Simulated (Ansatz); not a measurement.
Relaxed-ion elastic tensor of ZrN (rock salt, Fm-3m) in GPa (Voigt order), PBEsol (plane waves, PAW; program Ansatz); density 7.41 g/cm³, 11.79 Å³ per atom.

```json
[
 {"": "1", "1": "584", "2": "112", "3": "112", "4": "0.0", "5": "0.0", "6": "0.0"},
 {"": "2", "1": "112", "2": "584", "3": "112", "4": "0.0", "5": "0.0", "6": "0.0"},
 {"": "3", "1": "112", "2": "112", "3": "584", "4": "0.0", "5": "0.0", "6": "0.0"},
 {"": "4", "1": "0.0", "2": "0.0", "3": "0.0", "4": "125", "5": "0.0", "6": "0.0"},
 {"": "5", "1": "0.0", "2": "0.0", "3": "0.0", "4": "0.0", "5": "125", "6": "0.0"},
 {"": "6", "1": "0.0", "2": "0.0", "3": "0.0", "4": "0.0", "5": "0.0", "6": "125"}
]
```

Task: Is the crystal mechanically stable?

Result: Yes: the smallest eigenvalue of C is 125 GPa.

Task: Work out the Voigt, Reuss and Hill averages.

Result: K_V = 269, K_R = 269, K_H = 269; G_V = 170, G_R = 154, G_H = 162 GPa.

Task: Give Young's modulus, Poisson's ratio, Pugh's ratio and the universal anisotropy index.

Result: E = 9KG/(3K + G) = 405 GPa; ν = 0.25; K/G = 1.66 (near the Pugh limit of 1.75, no verdict); A_U = 5G_V/G_R + K_V/K_R − 6 = 0.50.

Task: Estimate the sound speeds and the Debye temperature.

Result: v_l = √((K + 4G/3)/ρ) = 8090 m/s, v_t = √(G/ρ) = 4670 m/s, mean 5190 m/s; Θ = (h/k)(3n/4πV)^(1/3) v_m = 679 K.

Task: Give the Zener ratio and Young's modulus along [100], [110] and [111].

Result: A = 2C44/(C11 − C12) = 0.53; 1/E = S11 − 2(S11 − S12 − S44/2)Γ with Γ = 0, 1/4, 1/3 gives 548, 362, 325 GPa.

Task: Solve the Christoffel equation for the three sound speeds along [100], [110], [111].

Result: Eigenvalues of C_ijkl n_j n_l equal ρv². In km/s, slowest first: [100] 4.11, 4.11, 8.88; [110] 4.11, 5.65, 7.99; [111] 5.19, 5.19, 7.67.

Symmetry was held in the PBEsol relaxation. No spin polarisation was allowed. With an odd number of electrons in the cell and no spin polarisation, the count alone makes it a metal. As this level gives no gap, shear constants depend on the k-mesh and smearing (Fermi–Dirac, 0.1 eV here).

Potentials: the later of the program's two PAW sets.
